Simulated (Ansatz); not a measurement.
Given:

Rb$_{2}$CuBiCl$_{6}$:
```cif
data_BiCl6CuRb2
_chemical_formula_sum 'Rb2 Cu1 Bi1 Cl6'
_space_group_name_H-M_alt 'P 1'
_space_group_IT_number 1
_cell_length_a 7.15628
_cell_length_b 7.15628
_cell_length_c 7.15628
_cell_angle_alpha 60.000
_cell_angle_beta 60.000
_cell_angle_gamma 60.000
loop_
_space_group_symop_operation_xyz
  'x, y, z'
loop_
_atom_site_label
_atom_site_type_symbol
_atom_site_fract_x
_atom_site_fract_y
_atom_site_fract_z
_atom_site_occupancy
Rb1 Rb 0.75000 0.75000 0.75000 1
Rb2 Rb 0.25000 0.25000 0.25000 1
Cu1 Cu 0.50000 0.50000 0.50000 1
Bi1 Bi 0.00000 0.00000 0.00000 1
Cl1 Cl 0.73590 0.26410 0.26410 1
Cl2 Cl 0.26410 0.73590 0.73590 1
Cl3 Cl 0.26410 0.73590 0.26410 1
Cl4 Cl 0.73590 0.26410 0.73590 1
Cl5 Cl 0.26410 0.26410 0.73590 1
Cl6 Cl 0.73590 0.73590 0.26410 1
```

This is the LDA-relaxed structure.

Question: All from LDA (plane waves, PAW; program Ansatz), unless another level is named. Give the hole effective mass.

Answer: 0.19, 0.72, 0.72 mₑ (principal values).

Question: Predict the electron effective mass.

Answer: 0.32, 0.32, 0.56 mₑ (principal values).

Question: And the band gap?

Answer: 0.83 eV (indirect).

Question: And the valence-band maximum?

Answer: at X.

Question: Give the weight of the valence-edge state by species (Voronoi cells).

Answer: Cu 55 %, Cl 39 %, Bi 6 %.

Space group Fm-3m. The workflow started from a Materials Project entry (that database holds measured and hypothetical structures alike); the Crystallography Open Database copy checked does not list it. Its standing as an ambient phase is unchecked. The cell was relaxed with LDA under the symmetry of its start; phonons on a q-mesh show weakly imaginary modes. The run is not spin-polarised. Spin–orbit coupling is left out wherever it is not named.

Potentials: the later of the program's two PAW sets.
